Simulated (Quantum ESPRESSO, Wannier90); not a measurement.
# BaTiO₃ (Amm2), plane waves to Wannier functions

```xyz
5
Lattice="3.9833 0.0000 0.0000 0.0000 2.8626 2.8753 0.0000 -2.8626 2.8753" Properties=species:S:1:pos:R:3 pbc="T T T"
Ba     0.0000     0.0000     0.0196
Ti     1.9917     0.0000    -2.7690
O      1.9917    -1.4683     1.3508
O      1.9917     1.4683     1.3508
O      0.0000     0.0000     2.8075
```

Materials Project entry mp-5777; symmetrised, unrelaxed at this level. COD (Crystallography Open Database) has the formula in 5 space groups, this one among them (matched by group alone). Method: LDA plane waves in Quantum ESPRESSO 7.5 (PseudoDojo norm-conserving files, 68 Ry, no spin polarisation, no spin-orbit coupling), Bloch states on a 6×6×6 mesh through Γ, Wannier90 4.0.1. Density: 8×8×8 mesh, cold smearing 0.01 Ry. Spin-orbit coupling is left out although heavy elements are present.

Functional, cutoff and mesh named above are those of the base row (6×6×6); the first column says what each row takes instead. Model: 14 functions from bands 12-38, start hydrogen-like Ti: d; O: p, centres 0.05 Å off the atoms, frozen window tied to the conduction edge or Fermi level of each row, as listed, which moves Ω_I and hoppings a little by itself. Energies are relative to the valence-band maximum; the misfit is to pw.x on a path, for states up to 3.1 eV relative to the valence-band maximum. Only the mesh of Bloch states changes. The disentangled Ω_I can sit in another minimum from row to row.

### Question
Among the meshes 3×3×3, 4×4×4, 5×5×5, 6×6×6, 7×7×7, which is the coarsest that interpolates to 20 meV rms?

### Answer
4×4×4.

```tsv
mesh	frozen to (eV)	Ω_I (Å²)	rms misfit (meV)	k-points (cost)	rough cost of nscf and overlaps (first row = 1)
3×3×3	3.63	12.89	28	27	–
4×4×4	3.63	13.77	2.6	64	–
5×5×5	3.63	14.08	1.7	125	–
6×6×6	3.63	14.25	0.3	216	–
7×7×7	3.63	14.40	0.3	343	–
```

Ω_I still rises with the mesh: the finite-difference spreads converge slowly and from below.
